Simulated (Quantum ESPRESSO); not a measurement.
## B3SiP3C (one run as intended and one with a planted mistake)

Simulated, not a measurement. The program is pw.x of Quantum ESPRESSO 7.5 (plane-wave density functional theory). The cell is made up: 8 atoms on a zincblende/diamond lattice, with randomly drawn elements, strain and displacements, not relaxed. PseudoDojo standard norm-conserving files (v0.5 for PBE, v0.4.1 for LDA and PBEsol) set the functional; there is no spin polarisation, spin-orbit coupling or dispersion term, and the masses in the input are unused placeholders.

Intended input:

```
&control calculation='scf', pseudo_dir='./dojo.nc.sr.pbe.v0_5.standard.upf', outdir='./o', disk_io='medium', tprnfor=.true., tstress=.true. /
&system ibrav=0, nat=8, ntyp=4, nbnd=22, ecutwfc=82.02448710, nosym=.true., tot_charge=0,
 occupations='smearing', smearing='fd', degauss=0.0018374661
/
&electrons conv_thr=7.350e-09, electron_maxstep=60, /
ATOMIC_SPECIES
B 1.0 B.upf
C 1.0 C.upf
P 1.0 P.upf
Si 1.0 Si.upf
CELL_PARAMETERS angstrom
4.4652 -0.0546 -0.0504
-0.0546 4.6457 -0.0315
-0.0504 -0.0315 4.5048
ATOMIC_POSITIONS angstrom
B 0.0377 0.0073 0.0184
B -0.0933 2.3816 2.2021
Si 2.0624 -0.1281 2.283
B 2.2274 2.3356 -0.0215
P 1.065 1.1661 1.1606
C 1.0175 3.4275 3.3767
P 3.2911 1.2945 3.432
P 3.1968 3.4448 0.9881
K_POINTS automatic
4 4 4 1 1 1
```

The log is shortened where brackets say so; the opening notice, blank lines, dates and the lines on written files are dropped, and the path of the files is cut. It prints rydbergs, bohrs and kilobars, and counts compression as positive stress. Where no state is partly filled, the Fermi energy that it prints is only some level between the filled and the empty states on the mesh, and need not lie in the true gap.

Log of the intended run:

```
     Program PWSCF v.7.5
     Parallel version (MPI & OpenMP), running on       1 processor cores
     Number of MPI processes:                 1
     Threads/MPI process:                     1
     [start-up lines left out]
     bravais-lattice index     =            0
     lattice parameter (alat)  =       8.4392  a.u.
     unit-cell volume          =     630.4135 (a.u.)^3
     number of atoms/cell      =            8
     number of atomic types    =            4
     number of electrons       =        32.00
     number of Kohn-Sham states=           22
     kinetic-energy cutoff     =      82.0245  Ry
     charge density cutoff     =     328.0979  Ry
     scf convergence threshold =      7.3E-09
     mixing beta               =       0.7000
     number of iterations used =            8  plain     mixing
     Exchange-correlation= PBE
                           (   1   4   3   4   0   0   0)
     [axes and pseudopotential details left out]
   Cartesian axes
     site n.     atom                  positions (alat units)
         1        B      tau(   1) = (   0.0084419   0.0016346   0.0041202  )
         2        B      tau(   2) = (  -0.0208920   0.5332953   0.4931011  )
         3        Si     tau(   3) = (   0.4618191  -0.0286846   0.5112165  )
         4        B      tau(   4) = (   0.4987664   0.5229949  -0.0048143  )
         5        P      tau(   5) = (   0.2384781   0.2611168   0.2598852  )
         6        C      tau(   6) = (   0.2278418   0.7674965   0.7561212  )
         7        P      tau(   7) = (   0.7369534   0.2898685   0.7685042  )
         8        P      tau(   8) = (   0.7158375   0.7713704   0.2212584  )
     number of k points=    32  Fermi-Dirac smearing, width (Ry)=  0.0018
                       cart. coord. in units 2pi/alat
        k(    1) = (   0.1279400   0.1225194   0.1262064), wk =   0.0625000
        k(    2) = (   0.1307588   0.1242333   0.3740866), wk =   0.0625000
     [further k points left out]
     Dense  grid:    63247 G-vectors     FFT dimensions: (  50,  54,  50)
     Estimated max dynamical RAM per process >      73.12 MB
     Initial potential from superposition of free atoms
     starting charge      31.9982, renormalised to      32.0000
     Starting wfcs are   32 randomized atomic wfcs
     total cpu time spent up to now is        5.9 secs
     per-process dynamical memory:    57.2 Mb
     Self-consistent Calculation
     iteration #  1     ecut=    82.02 Ry     beta= 0.70
     Davidson diagonalization with overlap
     ethr =  1.00E-02,  avg # of iterations =  4.8
     total cpu time spent up to now is       14.4 secs
     total energy              =     -79.45711293 Ry
     estimated scf accuracy    <       0.53317000 Ry
     iteration #  2     ecut=    82.02 Ry     beta= 0.70
     Davidson diagonalization with overlap
     ethr =  1.67E-03,  avg # of iterations =  4.2
     total cpu time spent up to now is       24.1 secs
     total energy              =     -79.50694558 Ry
     estimated scf accuracy    <       0.36436251 Ry
     [iterations 3 to 9 left out]
     iteration # 10     ecut=    82.02 Ry     beta= 0.70
     Davidson diagonalization with overlap
     ethr =  8.06E-11,  avg # of iterations =  5.3
     total cpu time spent up to now is       93.5 secs
     total energy              =     -79.60705271 Ry
     estimated scf accuracy    <       0.00000009 Ry
     iteration # 11     ecut=    82.02 Ry     beta= 0.70
     Davidson diagonalization with overlap
     ethr =  8.06E-11,  avg # of iterations =  3.0
     total cpu time spent up to now is       99.9 secs
     End of self-consistent calculation
     [lines on levels left out]
     the Fermi energy is     9.5609 ev
!    total energy              =     -79.60705272 Ry
     estimated scf accuracy    <          3.2E-09 Ry
     smearing contrib. (-TS)   =      -0.00000000 Ry
     internal energy E=F+TS    =     -79.60705272 Ry
     The total energy is F=E-TS. E is the sum of the following terms:
     one-electron contribution =      24.41671118 Ry
     hartree contribution      =       6.04867794 Ry
     xc contribution           =     -27.29666139 Ry
     ewald contribution        =     -82.77578045 Ry
     convergence has been achieved in  11 iterations
     Forces acting on atoms (cartesian axes, Ry/au):
     atom    1 type  1   force =     0.00394194   -0.03492691   -0.07089387
     atom    2 type  1   force =     0.04567882    0.04663096    0.08080993
     atom    3 type  4   force =     0.00361492   -0.05572267    0.20882726
     atom    4 type  1   force =    -0.16016650    0.01662523   -0.06505356
     atom    5 type  3   force =    -0.10796559    0.14284530   -0.13100111
     atom    6 type  2   force =    -0.05832129   -0.02898620    0.03169824
     atom    7 type  3   force =     0.08501332   -0.07645193   -0.03657647
     atom    8 type  3   force =     0.18820436   -0.01001378   -0.01781041
     Total force =     0.445711     Total SCF correction =     0.000062
     Computing stress (Cartesian axis) and pressure
          total   stress  (Ry/bohr**3)                   (kbar)     P=       87.09
   0.00069153  -0.00008183   0.00026691          101.73      -12.04       39.26
  -0.00008183   0.00033943   0.00030261          -12.04       49.93       44.52
   0.00026691   0.00030261   0.00074511           39.26       44.52      109.61
     init_run     :      4.21s CPU      5.85s WALL (       1 calls)
     electrons    :     86.87s CPU     93.94s WALL (       1 calls)
     forces       :      1.20s CPU      1.23s WALL (       1 calls)
     stress       :      4.42s CPU      4.45s WALL (       1 calls)
     [timing details left out]
     PWSCF        :   1m36.81s CPU   1m45.63s WALL
     JOB DONE.
```

A second run has one planted mistake: the cell and the positions are scaled by a wrong factor. The input lines that differ, file-writing options aside:

```
- 4.4652 -0.0546 -0.0504
+ 4.4125 -0.054 -0.0498
- -0.0546 4.6457 -0.0315
+ -0.054 4.5909 -0.0311
- -0.0504 -0.0315 4.5048
+ -0.0498 -0.0311 4.4516
- B 0.0377 0.0073 0.0184
+ B 0.0373 0.0072 0.0182
- B -0.0933 2.3816 2.2021
+ B -0.0922 2.3535 2.1761
- Si 2.0624 -0.1281 2.283
+ Si 2.0381 -0.1266 2.2561
- B 2.2274 2.3356 -0.0215
+ B 2.2011 2.308 -0.0212
- P 1.065 1.1661 1.1606
+ P 1.0524 1.1523 1.1469
- C 1.0175 3.4275 3.3767
+ C 1.0055 3.3871 3.3369
- P 3.2911 1.2945 3.432
+ P 3.2523 1.2792 3.3915
- P 3.1968 3.4448 0.9881
+ P 3.1591 3.4042 0.9764
```

Its log:

```
     Program PWSCF v.7.5
     Parallel version (MPI & OpenMP), running on       1 processor cores
     Number of MPI processes:                 1
     Threads/MPI process:                     1
     [start-up lines left out]
     bravais-lattice index     =            0
     lattice parameter (alat)  =       8.3396  a.u.
     unit-cell volume          =     608.3543 (a.u.)^3
     number of atoms/cell      =            8
     number of atomic types    =            4
     number of electrons       =        32.00
     number of Kohn-Sham states=           22
     kinetic-energy cutoff     =      82.0245  Ry
     charge density cutoff     =     328.0979  Ry
     scf convergence threshold =      7.3E-09
     mixing beta               =       0.7000
     number of iterations used =            8  plain     mixing
     Exchange-correlation= PBE
                           (   1   4   3   4   0   0   0)
     [axes and pseudopotential details left out]
   Cartesian axes
     site n.     atom                  positions (alat units)
         1        B      tau(   1) = (   0.0084521   0.0016315   0.0041241  )
         2        B      tau(   2) = (  -0.0208923   0.5332972   0.4930988  )
         3        Si     tau(   3) = (   0.4618284  -0.0286872   0.5112266  )
         4        B      tau(   4) = (   0.4987638   0.5229870  -0.0048039  )
         5        P      tau(   5) = (   0.2384712   0.2611083   0.2598847  )
         6        C      tau(   6) = (   0.2278438   0.7675084   0.7561332  )
         7        P      tau(   7) = (   0.7369630   0.2898635   0.7685054  )
         8        P      tau(   8) = (   0.7158442   0.7713832   0.2212498  )
     number of k points=    32  Fermi-Dirac smearing, width (Ry)=  0.0018
                       cart. coord. in units 2pi/alat
        k(    1) = (   0.1279411   0.1225191   0.1262065), wk =   0.0625000
        k(    2) = (   0.1307597   0.1242314   0.3740885), wk =   0.0625000
     [further k points left out]
     Dense  grid:    61025 G-vectors     FFT dimensions: (  50,  54,  50)
     Estimated max dynamical RAM per process >      71.09 MB
     Initial potential from superposition of free atoms
     starting charge      31.9982, renormalised to      32.0000
     Starting wfcs are   32 randomized atomic wfcs
     total cpu time spent up to now is        4.9 secs
     per-process dynamical memory:    56.0 Mb
     Self-consistent Calculation
     iteration #  1     ecut=    82.02 Ry     beta= 0.70
     Davidson diagonalization with overlap
     ethr =  1.00E-02,  avg # of iterations =  4.8
     total cpu time spent up to now is       14.1 secs
     total energy              =     -79.43721368 Ry
     estimated scf accuracy    <       0.55964143 Ry
     iteration #  2     ecut=    82.02 Ry     beta= 0.70
     Davidson diagonalization with overlap
     ethr =  1.75E-03,  avg # of iterations =  4.2
     total cpu time spent up to now is       22.6 secs
     total energy              =     -79.49279918 Ry
     estimated scf accuracy    <       0.33716097 Ry
     [iterations 3 to 9 left out]
     iteration # 10     ecut=    82.02 Ry     beta= 0.70
     Davidson diagonalization with overlap
     ethr =  1.02E-10,  avg # of iterations =  4.3
     total cpu time spent up to now is       90.8 secs
     total energy              =     -79.58870032 Ry
     estimated scf accuracy    <       0.00000004 Ry
     iteration # 11     ecut=    82.02 Ry     beta= 0.70
     Davidson diagonalization with overlap
     ethr =  1.02E-10,  avg # of iterations =  2.0
     total cpu time spent up to now is       99.9 secs
     End of self-consistent calculation
     [lines on levels left out]
     the Fermi energy is    10.0086 ev
!    total energy              =     -79.58870033 Ry
     estimated scf accuracy    <          8.4E-10 Ry
     smearing contrib. (-TS)   =      -0.00000000 Ry
     internal energy E=F+TS    =     -79.58870033 Ry
     The total energy is F=E-TS. E is the sum of the following terms:
     one-electron contribution =      25.75111098 Ry
     hartree contribution      =       5.91005470 Ry
     xc contribution           =     -27.48527199 Ry
     ewald contribution        =     -83.76459402 Ry
     convergence has been achieved in  11 iterations
     Forces acting on atoms (cartesian axes, Ry/au):
     atom    1 type  1   force =     0.00417708   -0.03951899   -0.07805883
     atom    2 type  1   force =     0.04883497    0.05053662    0.08361356
     atom    3 type  4   force =     0.00557903   -0.06068434    0.22330681
     atom    4 type  1   force =    -0.17591796    0.01607063   -0.06980655
     atom    5 type  3   force =    -0.11462333    0.15778578   -0.14043738
     atom    6 type  2   force =    -0.06439222   -0.03536538    0.03943452
     atom    7 type  3   force =     0.09347415   -0.07979801   -0.03753170
     atom    8 type  3   force =     0.20286828   -0.00902630   -0.02052044
     Total force =     0.481811     Total SCF correction =     0.000031
     Computing stress (Cartesian axis) and pressure
          total   stress  (Ry/bohr**3)                   (kbar)     P=      159.85
   0.00117128  -0.00009226   0.00026800          172.30      -13.57       39.42
  -0.00009226   0.00083936   0.00033346          -13.57      123.47       49.05
   0.00026800   0.00033346   0.00124927           39.42       49.05      183.77
     init_run     :      3.80s CPU      4.85s WALL (       1 calls)
     electrons    :     88.50s CPU     95.01s WALL (       1 calls)
     forces       :      1.21s CPU      1.23s WALL (       1 calls)
     stress       :      5.19s CPU      5.25s WALL (       1 calls)
     [timing details left out]
     PWSCF        :   1m38.84s CPU   1m46.60s WALL
     JOB DONE.
```

```
                                            intended run  run with the mistake
                          free energy (eV)     -1083.109             -1082.859
                    smearing term -TS (eV)        0.0000                0.0000
                            pressure (GPa)          8.71                 15.99
            largest force component (eV/Å)         5.369                 5.741
largest change of a force component (eV/Å)                               0.405
                                iterations            11                    11
```

For scale, a rerun of the intended cell at 1347 eV and a 6 x 6 x 6 mesh moved values by no more than 0.006 eV in energy, 0.02 GPa in stress and 0.004 eV/Å in force.